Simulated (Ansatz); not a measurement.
KTaO$_{3}$:
```xyz
5
Lattice="3.9901 0.0000 0.0000 0.0000 3.9901 0.0000 0.0000 0.0000 3.9901" Properties=species:S:1:pos:R:3 pbc="T T T"
K      0.0000     0.0000     0.0000
Ta     1.9951     1.9951     1.9951
O      0.0000     1.9951     1.9951
O      1.9951     1.9951     0.0000
O      1.9951     0.0000     1.9951
```

This is the r²SCAN-relaxed structure.

Question: All from r²SCAN in the plane-wave PAW code Ansatz, unless another level is named. Predict the band gap.

Answer: 2.63 eV (indirect).

Question: Predict the electron effective mass, band 1 of 3 at the edge.

Answer: 6.6 along [100], 0.62 along [110], 0.47 along [111] (mₑ).

Question: Give the HSE06 gap on the r²SCAN cell.

Answer: 3.57 eV.

Space group Pm-3m (cubic perovskite). The cell was relaxed with r²SCAN under the symmetry of its start. No spin polarisation was allowed. Scalar-relativistic: spin–orbit coupling is off unless named, which matters more the heavier the elements.

Potentials: the later of the program's two PAW sets.
